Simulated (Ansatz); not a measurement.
Ti₂Si in space group R-3m (No. 166; Ti on 6c, Si on 3a) under volume change, LDA in the plane-wave PAW code Ansatz, shape and atoms relaxed at each volume.

```tsv
V (Å³/atom)	E − E(relaxed) (meV/atom)	P (GPa)
14.864	54.2	12.72
15.354	22.9	7.87
15.844	5.5	3.65
16.334	0.0	0.00
16.824	5.0	-3.17
17.314	19.0	-5.92
17.804	40.8	-8.29
```

**Question.** What does a third-order Birch–Murnaghan fit give for V₀, B₀ and B′?

**Answer.** V₀ = 16.33 Å³/atom, B₀ = 113 GPa, B′ = 3.7.

The start of the workflow was typed in or built on a structure type; neither database checked (COD, Materials Project) lists it. Whether it is the stable phase at ambient conditions was not checked. Symmetry was held in the LDA relaxation; whether a distortion lowers the energy is not shown. No spin polarisation was allowed. The volume moved by -44 % from the start of the relaxation.

Potentials: the earlier of the program's two PAW sets. The files were generated under PBE; for other functionals the program regenerates the frozen cores, and for LDA and PBEsol the local potential too.
